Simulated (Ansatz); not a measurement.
# LiNbCuO₄, a known structure type with other elements, at an estimated volume

```xyz
14
Lattice="0.0000 5.9689 0.0000 5.8066 0.0000 0.0000 2.9033 2.9844 -4.4946" Properties=species:S:1:pos:R:3 pbc="T T T"
Nb    2.9033    4.4767   -1.0158
Nb    5.8066    4.4767   -3.4789
Cu    0.0000    0.0000    0.0000
Cu    0.0000    2.9844    0.0000
Li    1.4516    1.4922   -2.2473
Li    4.3549    1.4922   -2.2473
O     2.9033    3.0441   -2.0226
O     2.9033    5.9092   -2.0226
O     5.8066    5.9092   -2.4721
O     5.8066    3.0441   -2.4721
O     1.3355    1.4922    0.0000
O     4.4711    1.4922    0.0000
O     1.3355    4.4767    0.0000
O     4.4711    4.4767    0.0000
```

Method: r2SCAN, no spin polarisation; PAW, plane waves to 500 eV, 6×6×6 Γ-centred mesh, fermi-dirac occupations (width 0.1 eV) (Ansatz 0.2.0), atoms fixed.

Contacts: Nb–O at 1.75 Å: least valence density 1.58 e/Å³ and ELF 0.37 there. Cu–O at 2.00 Å: least valence density 0.55 e/Å³ and ELF 0.18 there. Li–O at 2.14 Å: least valence density 0.11 e/Å³ and ELF 0.02 there. These are pseudo-fields; inside the PAW spheres they differ from the all-electron ones.
Formation energy: -2.01 eV an atom against the elements' usual phases (free molecules for gases, crystals otherwise, with no correction for O₂ or N₂), so it is bound against them; other compounds may still compete. Relaxing would lower it.
Electronic structure: It is a metal, with about 7.1 states/eV a cell as the mean within 0.25 eV of the Fermi level, mostly Cu d (55 %) and O p (36 %).
Forces: The largest is on O8 (and as large on other atoms): 2.74 eV/Å, components (0.00, 2.23, -1.60). It makes 179° with the line to a nearest neighbour, Nb1 at 1.75 Å, pointing away from it.

Origin: a known structure type with other elements, at an estimated volume, so it need not be a known compound. Caveats: many states at the Fermi level without spin polarisation, so a magnetic state may lie lower; correlation that this level lacks may open a gap in such a compound; atoms or cell far from equilibrium.
